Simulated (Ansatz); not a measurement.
# LuAl₂Ge₂, a database entry at a rescaled volume

```xyz
5
Lattice="4.2059 0.0000 0.0000 -2.1030 3.6424 0.0000 0.0000 0.0000 6.6880" Properties=species:S:1:pos:R:3 pbc="T T T"
Al   -0.0002    2.4284    4.2904
Al    2.1032    1.2140    2.3977
Lu    0.0000    0.0000    0.0000
Ge   -0.0002    2.4284    1.6812
Ge    2.1032    1.2140    5.0069
```

The numbers come from plane-wave PAW DFT (Ansatz): r2SCAN, with U_eff = 3.44 eV on Lu f (all-electron-ortho-atomic projectors), no spin polarisation, 500 eV, 9×9×5 Γ-centred k points, fermi-dirac occupations (width 0.1 eV). Nothing was relaxed.

(1) Is there a gap?

(2) What does the stress say?

(3) Where is the largest force?

(4) Which element gives electrons and which takes them?

Origin: a database entry at a rescaled volume. Caveats: a Hubbard term without moments, so a magnetic state may lie lower.

Answers

(1) It is a metal, with about 1.7 states/eV a cell as the mean within 0.25 eV of the Fermi level, mostly Lu d (44 %), Al p (18 %) and Al s (15 %).

(2) The pressure is -2.0 GPa (compression positive), so with the atoms held at these fractions the cell would first shrink. The principal stresses -4.0, -1.0, -1.0 GPa differ, so its shape would change too.

(3) The largest is on Ge4 (and as large on other atoms): 0.18 eV/Å, components (0.00, 0.00, 0.18). It makes 74° with the line to a nearest neighbour, Al2 at 2.53 Å.

(4) Bader charges in e: Lu +1.61, Al +1.71, Ge -2.52. In the mean Al gives up most and Ge takes most.
